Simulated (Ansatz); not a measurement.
Polymorphs of MoRu, each relaxed with DFT-PBE in the program Ansatz with PAW potentials:

A: L1₀ or tetragonal B2 (P4/mmm)
a = 2.776 Å, b = 2.776 Å, c = 3.843 Å, α = 90.00°, β = 90.00°, γ = 90.00°

```csv
atom,site,symmetry,x,y,z
Ru,1a,4/mmm,0.0000,0.0000,0.0000
Mo,1d,4/mmm,0.5000,0.5000,0.5000
```

B: rock salt (Fm-3m)
a = b = c = 5.1011 Å, α = β = γ = 90.00°

```
atom  site  symmetry       x       y       z
----  ----  --------  ------  ------  ------
Ru      4a      m-3m  0.0000  0.0000  0.0000
Mo      4b      m-3m  0.5000  0.5000  0.5000
```

Rank these by energy per atom at 0 K (lowest first), as PBE gives it.

A (+0 meV/atom), B (+822 meV/atom)

Typed or built starts, not in the databases checked: A; B. All cells were relaxed under the symmetry of their starts (and spin orders); stability against distortions was not tested throughout. Rows with no word on spin ran without spin polarisation. Spin–orbit coupling is left out wherever it is not named.

Energies hold the estimated change up to a 700 eV cutoff; steps of a few meV lie near the error of the meshes.

Potentials: the later of the program's two PAW sets.
